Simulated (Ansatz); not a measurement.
## Al (Fm-3m): energy against volume by PBE and RPA

```
CELL_PARAMETERS angstrom
0.00000 2.02500 2.02500
2.02500 0.00000 2.02500
2.02500 2.02500 0.00000
ATOMIC_POSITIONS crystal
Al 0.00000 0.00000 0.00000
```

RPA total energy on PBE orbitals, norm-conserving pseudopotentials (Ansatz); 12×12×12 mesh, wave cutoff 544 eV, correlation extrapolated to infinite response cutoff from cutoffs up to 160 eV, 3 electrons, all correlated, long-wavelength term: mesh fit, core-valence exchange-correlation kept as a semilocal term. Smearing 0.1 eV.

A Birch-Murnaghan fit gives PBE: V0 = 16.53 Å³ an atom (lattice constants -0.2 % against the given cell), B0 = 78 GPa.

**Question.** What does RPA on these orbitals give?

**Answer.** RPA: V0 = 16.09 Å³ an atom (lattice constants -1.0 % against the given cell), B0 = 82 GPa. The points for the whole cell, counted from the given cell:

```csv
V/V_given,V (Å³),PBE (meV),Hartree-Fock expression on these orbitals (meV),RPA (meV)
0.92,15.28,26,46,8
0.96,15.94,5,15,-4
1.00,16.61,0,0,0
1.04,17.27,7,-1,16
1.08,17.94,25,9,40
```

With norm-conserving pseudopotentials the core–valence exchange is only approximate, which can shift gaps by tenths of an eV and RPA lattice constants by most of a per cent.
